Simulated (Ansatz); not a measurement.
Given:

TaGe:
```cif
data_Ge4Ta4
_chemical_formula_sum 'Ta4 Ge4'
_space_group_name_H-M_alt 'I41md'
_space_group_IT_number 109
_space_group_name_Hall 'I 4bw -2'
_cell_length_a 3.47744
_cell_length_b 3.47744
_cell_length_c 11.96941
_cell_angle_alpha 90.000
_cell_angle_beta 90.000
_cell_angle_gamma 90.000
loop_
_atom_site_label
_atom_site_type_symbol
_atom_site_symmetry_multiplicity
_atom_site_Wyckoff_symbol
_atom_site_fract_x
_atom_site_fract_y
_atom_site_fract_z
_atom_site_occupancy
Ta1 Ta 4 a 0.00000 0.00000 0.75075 1
Ge1 Ge 4 a 0.00000 0.00000 0.16525 1
```
(The calculation used a cell of 4 atoms; values per cell refer to that cell.)

This is the PBE-relaxed structure.

**Question.** All from DFT-PBE in the program Ansatz with PAW potentials, unless another level is named. Predict the electronic character.

**Answer.** metallic (no gap).

**Question.** Predict the density of states at the Fermi level.

**Answer.** 1.1 states/eV per atom (mean over ±0.08 eV).

**Question.** Predict the formation energy from the elements (no fitted shifts).

**Answer.** -0.018 eV/atom.

Space group I4_1md. A made-up cell: these elements were put on the sites of a structure type; neither database checked (COD, Materials Project) lists it. Whether it is the stable phase at ambient conditions was not checked. The PBE relaxation kept the symmetry of its start; its stability against distortions is not shown here. No spin polarisation was allowed. The references are the lowest solids computed at this level, not always the standard phases. Scalar-relativistic: spin–orbit coupling is off unless named, which matters more the heavier the elements.

Potentials: the later of the program's two PAW sets.
